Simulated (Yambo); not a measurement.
## SiO2: sweep of GW parameters

G0W0@PBEsol for SiO$_{2}$ (space group I4/mmm, No. 139) in Yambo. Reference settings: 2×2×2 Γ-centred k mesh, 296 bands and a 7 Ry block in the screening, 296 bands in G with the Bruneval-Gonze terminator, plasmon pole fitted at 27.2 eV. The PBEsol gap M → Γ on this mesh is 5.57 eV; G0W0 gaps are taken between the same points.

| change from the reference | G0W0 gap M → Γ (eV) | shift of the valence edge (eV) | rough Yambo cost |
|---|---|---|---|
| reference settings | 8.42 | -1.91 | 1 |
| 111 bands in W, 111 bands in G | 8.49 | -1.75 | within a factor of two |
| 189 bands in W, 189 bands in G | 8.43 | -1.85 | within a factor of two |
| 111 bands in G | 8.42 | -1.89 | – |
| 189 bands in G | 8.41 | -1.91 | – |
| 136 bands in W | 8.46 | -1.81 | within a factor of two |
| 1 Ry block | 9.25 | -2.75 | within a factor of two |
| 3 Ry block | 8.39 | -1.96 | within a factor of two |
| pole fitted at 15 eV | 8.38 | -1.85 | – |
| no random integration | 8.26 | -1.66 | – |
| 189 bands in G, no terminator | 8.19 | -1.55 | – |
| 111 bands in G, no terminator | 8.06 | -1.30 | – |

The reference isn't shown to be the converged limit. Costs are rough (shared machines), scaled to the same edge states, and given only for runs that recompute the screening.

Geometry of the Materials Project entry, not relaxed at this level; primitive cell a = 6.842 Å, b = 6.842 Å, c = 6.842 Å, α = 98.38°, β = 98.38°, γ = 135.12°.

This is not the ordinary phase of the substance; no match was found in the copy of COD used, and its stability was not checked.

A shift is the quasiparticle energy of the state minus its PBEsol energy.
